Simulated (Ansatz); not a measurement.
BN (zinc blende), relaxed with r²SCAN (Ansatz, a first-principles code, plane waves, PAW): a = b = c = 3.6097 Å, α = β = γ = 90.00°.

| Item | Value |
|---|---|
| gap (eV) | 5.00 |
| ΔH_f (eV/atom) | -1.31 |
| B₀ by P(V) fit (GPa) | 392 |
| electron conductivity mass (mₑ) | 0.37 |

Question: The same phase is relaxed and computed with PBE in the same code. What are the cell and these values now?

Answer: a = 3.625 Å, b = 3.625 Å, c = 3.625 Å, α = 90.00°, β = 90.00°, γ = 90.00°.

gap (eV): 4.46
ΔH_f (eV/atom): -1.17
B₀ by P(V) fit (GPa): 371
electron conductivity mass (mₑ): 0.39

All cells were relaxed under the symmetry of their starts (and spin orders); stability against distortions was not tested throughout.

Potentials: the later of the program's two PAW sets.

Ansatz is a plane-wave DFT program.

Formation energies count from the lowest solids of the elements computed at the same level, not from gases.
